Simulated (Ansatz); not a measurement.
KI:
```
CELL_PARAMETERS angstrom
      0.00000     3.50351     3.50351
      3.50351     0.00000     3.50351
      3.50351     3.50351     0.00000
ATOMIC_POSITIONS crystal
  K  0.00000 0.00000 0.00000
  I  0.50000 0.50000 0.50000
```

Relaxed with PBEsol. Special points in fractions of this cell's reciprocal vectors: Γ (0.000, 0.000, 0.000); X (0.500, 0.000, 0.500); U (0.625, 0.250, 0.625); K (0.375, 0.375, 0.750); L (0.500, 0.500, 0.500); W (0.500, 0.250, 0.750).

Q: List the band energies nearest the valence-band maximum at these points for PBEsol in the plane-wave PAW code Ansatz.

A: In eV from the valence-band maximum; about four levels below and three above (degenerate sets whole), none deeper than 8.9 eV; points with the same levels are listed once.

```csv
k,below,above
Γ,0.00 0.00 0.00,3.87 6.43 6.43 6.43
X,-1.06 -0.39 -0.39,4.79 5.74 8.11
U,-0.91 -0.80 -0.41,5.50 6.64 7.57
L,-1.41 -0.36 -0.36,5.41 7.68 8.14 8.14
W,-0.77 -0.77 -0.64,6.38 6.38 6.64
```

Space group Fm-3m (rock salt). The cell was relaxed with PBEsol under the symmetry of its start. Spin–orbit coupling is left out wherever it is not named.

Potentials: the later of the program's two PAW sets.
